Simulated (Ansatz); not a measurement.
Mg$_{3}$TiNO$_{3}$:
```cif
data_Mg3NO3Ti
_chemical_formula_sum 'Ti1 N1 Mg3 O3'
_space_group_name_H-M_alt 'P4/mmm'
_space_group_IT_number 123
_space_group_name_Hall '-P 4 2'
_cell_length_a 2.98404
_cell_length_b 2.98404
_cell_length_c 8.68983
_cell_angle_alpha 90.000
_cell_angle_beta 90.000
_cell_angle_gamma 90.000
loop_
_atom_site_label
_atom_site_type_symbol
_atom_site_symmetry_multiplicity
_atom_site_Wyckoff_symbol
_atom_site_fract_x
_atom_site_fract_y
_atom_site_fract_z
_atom_site_occupancy
Ti1 Ti 1 a 0.00000 0.00000 0.00000 1
N1 N 1 c 0.50000 0.50000 0.00000 1
Mg1 Mg 2 h 0.50000 0.50000 0.25211 1
O1 O 2 g 0.00000 0.00000 0.25479 1
Mg2 Mg 1 b 0.00000 0.00000 0.50000 1
O2 O 1 d 0.50000 0.50000 0.50000 1
```

Relaxed at zero pressure with PBE (plane waves, PAW; program Ansatz).

### Question
The volume is raised by 3 % and shape and atoms relax at that volume. What pressure results, and how do the axes share the change?

### Answer
-4.8 GPa; a 0.8 %, b 0.8 %, c 1.3 %; the energy rises by 4 meV/atom.

### Question
Give the new structure.

### Answer

Space group P4/mmm (No. 123); a = b = 3.009 Å, c = 8.803 Å, α = β = γ = 90.00°

| atom | site | symmetry | x | y | z |
|---|---|---|---|---|---|
| Ti | 1a | 4/mmm | 0.0000 | 0.0000 | 0.0000 |
| N | 1c | 4/mmm | 0.5000 | 0.5000 | 0.0000 |
| Mg | 2h | 4mm | 0.5000 | 0.5000 | 0.2517 |
| O | 2g | 4mm | 0.0000 | 0.0000 | 0.2543 |
| Mg | 1b | 4/mmm | 0.0000 | 0.0000 | 0.5000 |
| O | 1d | 4/mmm | 0.5000 | 0.5000 | 0.5000 |

The phase is kept; no other phase was compared at this pressure.

The start of the workflow was typed in or built on a structure type; neither database checked (COD, Materials Project) lists it. Whether it is the stable phase at ambient conditions was not checked. Symmetry was held in the PBE relaxation; its stability against distortions is not shown here. The workflow began spin-polarised and lost its moments. The cell computed holds one magnetic atom, so no antiferromagnetic order was within reach.

Potentials: the earlier of the program's two PAW sets.
